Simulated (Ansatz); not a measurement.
ZrSe$_{2}$ (fluorite), relaxed with PBE (Ansatz, an electronic-structure program, plane waves, PAW): a = b = c = 6.598 Å, α = β = γ = 90.00°.

```
Item                  Value
--------------------  -----
B₀ by P(V) fit (GPa)   83.4
```

Question: The same phase is relaxed and computed with HSE06 in the same code. What are the cell and these values now?

Answer: a = b = c = 6.561 Å, α = β = γ = 90.00°.

- B₀ by P(V) fit (GPa): 93.1

Constructed cells (a structure type filled with these elements, in neither database checked): ZrSe2, fluorite. All cells were relaxed under the symmetry of their starts (and spin orders); stability against distortions was not tested throughout. Rows with no word on spin ran without spin polarisation. Scalar-relativistic: spin–orbit coupling is off unless named, which matters more the heavier the elements.

Potentials: the later of the program's two PAW sets.

Ansatz is a plane-wave DFT program.
